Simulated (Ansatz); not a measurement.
BaGe in space group Cmcm (No. 63; Ba on 4c, Ge on 4c), r²SCAN in the plane-wave PAW code Ansatz, all energies at zero smearing, with the estimated change up to a 700 eV cutoff added, with one set of potentials and settings (totals compare only within such a set). Cell of 4 atoms (2 Ba, 2 Ge): -20537.610 eV.

```tsv
element	reference phase	E (eV/atom)
Ba	Im-3m, 1 atoms in the cell	-5964.4614
Ge	Fd-3m, 2 atoms in the cell	-4302.9041
```

Formation energy per atom, worked out: (-20537.610 − 2×(-5964.4614) − 2×(-4302.9041))/4 = -0.720 eV/atom (-69 kJ per mol of atoms), at 0 K, without zero-point energy or fitted corrections.

The first step of the workflow began from a Materials Project structure, measured or hypothetical; the Crystallography Open Database files this formula in space group No. 63, but the cells were not matched. Whether it is the stable phase at ambient conditions was not checked. The r²SCAN relaxation kept the symmetry of its start; its stability against distortions is not shown here. The references are the lowest solids computed at this level, not always the standard phases. Scalar-relativistic: spin–orbit coupling is off unless named, which matters more the heavier the elements.

Potentials: the later of the program's two PAW sets.
